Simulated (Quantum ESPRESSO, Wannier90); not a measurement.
Tight-binding from DFT: GeSe (rock salt)

```yaml
crystal:
  lattice:
    - [0.00000, 2.80845, 2.80845]
    - [2.80845, 0.00000, 2.80845]
    - [2.80845, 2.80845, 0.00000]
  atoms:
    - { symbol: Ge, position: [0.00000, 0.00000, 0.00000] }
    - { symbol: Se, position: [0.50000, 0.50000, 0.50000] }
```

Cell from Materials Project (mp-10759), symmetrised, no further relaxation. Not found in the COD (Crystallography Open Database) copy used, which has the formula in other groups; not checked further. Method: PBEsol plane waves in Quantum ESPRESSO 7.5 (PseudoDojo norm-conserving files, 69 Ry, no spin polarisation, no spin-orbit coupling), Bloch states on a 10×10×10 mesh through Γ, Wannier90 4.0.1. Density: 10×10×10 mesh, cold smearing 0.01 Ry. Spin-orbit coupling, left out, would split the p-like bands by a few tenths of an eV. The gap is small at this level and was sampled on the meshes and a path alone.

Energies are relative to the valence-band maximum.

**Bands.** A Kohn-Sham gap of 0.15 eV opens above band 15. 4 filled groups are cut off by gaps; the highest, bands 12–15, spans -9.50 to 0.00 eV and is Se 4p 53 %, Ge 4s 22 %, Ge 4p 21 %.

**Model.** 8 functions (Ge sp, Se sp) from bands 11-25, frozen to 1.65 eV, reach Ω_I = 9.73 Å² and follow pw.x to 1.9 meV rms (states up to 1.1 eV relative to the valence-band maximum).

**Frozen window.** Edge, Ω_I and misfit go -0.4 eV, 9.06 Å², 49 meV; 0.6 eV, 9.24 Å², 22 meV; 1.1 eV, 9.48 Å², 4.6 meV; 1.6 eV, 9.73 Å², 1.9 meV. Ω_I never falls as the edge rises, since each frozen state takes freedom from the choice of the smoothest subspace. The edges under the compared range leave its upper states unfrozen, and their misfit is the largest.

**No window.** Without a frozen window Ω_I drops to 7.90 Å² while the misfit grows to 298 meV: a small spread is no proof of good bands.

**Outer window.** The setting "outer window to 8.04 eV" raises Ω_I to 11.46 Å², as fewer states are left to mix in, and the misfit goes to 0.6 meV.
